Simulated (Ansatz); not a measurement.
Input, command and steps of an Ansatz relaxation.

```yaml
crystal:
  lattice:
    - [2.6471638502, 0.0, 0.0]
    - [-1.3235819251, 2.2925111422, 0.0]
    - [0.0, 0.0, 4.9308174453]
  atoms:
    - { symbol: Zn, position: [0.3333333333, 0.6666666667, 0.25] }
    - { symbol: Zn, position: [0.6666666667, 0.3333333333, 0.75] }
basis:
  ecutwfc: 500
kpoints:
  mp_grid: { grid: [24, 24, 10] }
hamiltonian:
  xc: r2scan
scf:
  occupations: { method: gaussian, width: 0.1 }
output:
  forces: true
  stress: true
  eigenvalues: true
relax:
  adjacent_minimum: "off"
  f_tol: 0.008
  max_steps: 40
  cell: { stress_tol: 0.015, fix: [a, b, gamma] }
```

```bash
ansatz run input.yaml --threads 1 --pin off --max-ram 2560MiB --backend cpu --events-out ev --progress --plain --runs-dir out
```

All numbers below come from DFT r2SCAN, scalar-relativistic, plane waves, PAW in Ansatz.

Of 12 frames 9 are shown, positions in Å and forces in eV/Å; the SCF threshold varies from step to step. Steps run on the plane waves of an earlier cell, with a Pulay correction in the pressure. The basis is chosen afresh for the last frame, the zero of the energies, and at times for earlier ones too; energy and pressure can step there, also at an unchanged geometry. Where two frames share a geometry here, they differ by under 2 meV/atom and 0.3 GPa. The mark taken_back stands on steps that the optimiser undid.

```xyz
2
Lattice="2.6472 0.0000 0.0000 -1.3236 2.2925 0.0000 0.0000 0.0000 4.9308" Properties=species:S:1:pos:R:3:forces:R:3 pbc="T T T" step=1 free_energy_over_end_meV_per_atom=1.45 pressure_GPa=-3.17
Zn    0.0000    1.5283    1.2327    0.0000    0.0000    0.0000
Zn    1.3236    0.7642    3.6981    0.0000    0.0000    0.0000
2
Lattice="2.6472 0.0000 0.0000 -1.3236 2.2925 0.0000 0.0000 0.0000 4.8932" Properties=species:S:1:pos:R:3:forces:R:3 pbc="T T T" step=2 free_energy_over_end_meV_per_atom=0.81 pressure_GPa=-2.76
Zn    0.0000    1.5283    1.2233    0.0000    0.0000    0.0000
Zn    1.3236    0.7642    3.6699    0.0000    0.0000    0.0000
2
Lattice="2.6472 0.0000 0.0000 -1.3236 2.2925 0.0000 0.0000 0.0000 4.8636" Properties=species:S:1:pos:R:3:forces:R:3 pbc="T T T" step=3 free_energy_over_end_meV_per_atom=0.58 pressure_GPa=-2.41
Zn    0.0000    1.5283    1.2159    0.0000    0.0000    0.0000
Zn    1.3236    0.7642    3.6477    0.0000    0.0000    0.0000
2
Lattice="2.6472 0.0000 0.0000 -1.3236 2.2925 0.0000 0.0000 0.0000 4.7540" Properties=species:S:1:pos:R:3:forces:R:3 pbc="T T T" step=5 free_energy_over_end_meV_per_atom=0.00 pressure_GPa=-1.03
Zn    0.0000    1.5283    1.1885    0.0000    0.0000    0.0000
Zn    1.3236    0.7642    3.5655    0.0000    0.0000    0.0000
2
Lattice="2.6472 0.0000 0.0000 -1.3236 2.2925 0.0000 0.0000 0.0000 4.5137" Properties=species:S:1:pos:R:3:forces:R:3 pbc="T T T" step=6 free_energy_over_end_meV_per_atom=5.55 pressure_GPa=3.13 taken_back
Zn    0.0000    1.5283    1.1284    0.0000    0.0000    0.0000
Zn    1.3236    0.7642    3.3853    0.0000    0.0000    0.0000
2
Lattice="2.6472 0.0000 0.0000 -1.3236 2.2925 0.0000 0.0000 0.0000 4.7393" Properties=species:S:1:pos:R:3:forces:R:3 pbc="T T T" step=7 free_energy_over_end_meV_per_atom=-0.08 pressure_GPa=-0.82
Zn    0.0000    1.5283    1.1848    0.0000    0.0000    0.0000
Zn    1.3236    0.7642    3.5545    0.0000    0.0000    0.0000
2
Lattice="2.6472 0.0000 0.0000 -1.3236 2.2925 0.0000 0.0000 0.0000 4.7006" Properties=species:S:1:pos:R:3:forces:R:3 pbc="T T T" step=8 free_energy_over_end_meV_per_atom=-0.12 pressure_GPa=-0.24
Zn    0.0000    1.5283    1.1751    0.0000    0.0000    0.0000
Zn    1.3236    0.7642    3.5254    0.0000    0.0000    0.0000
2
Lattice="2.6472 0.0000 0.0000 -1.3236 2.2925 0.0000 0.0000 0.0000 4.7185" Properties=species:S:1:pos:R:3:forces:R:3 pbc="T T T" step=10 free_energy_over_end_meV_per_atom=0.00 pressure_GPa=-0.54
Zn    0.0000    1.5283    1.1796    0.0000    0.0000    0.0000
Zn    1.3236    0.7642    3.5389    0.0000    0.0000    0.0000
2
Lattice="2.6472 0.0000 0.0000 -1.3236 2.2925 0.0000 0.0000 0.0000 4.7145" Properties=species:S:1:pos:R:3:forces:R:3 pbc="T T T" step=12 free_energy_over_end_meV_per_atom=0.00 pressure_GPa=-0.48
Zn    0.0000    1.5283    1.1786    0.0000    0.0000    0.0000
Zn    1.3236    0.7642    3.5359    0.0000    0.0000    0.0000
```

It took 4.1 min on 1 thread of Arm Neoverse V2, with other jobs on the host, peak memory 0.54 GiB.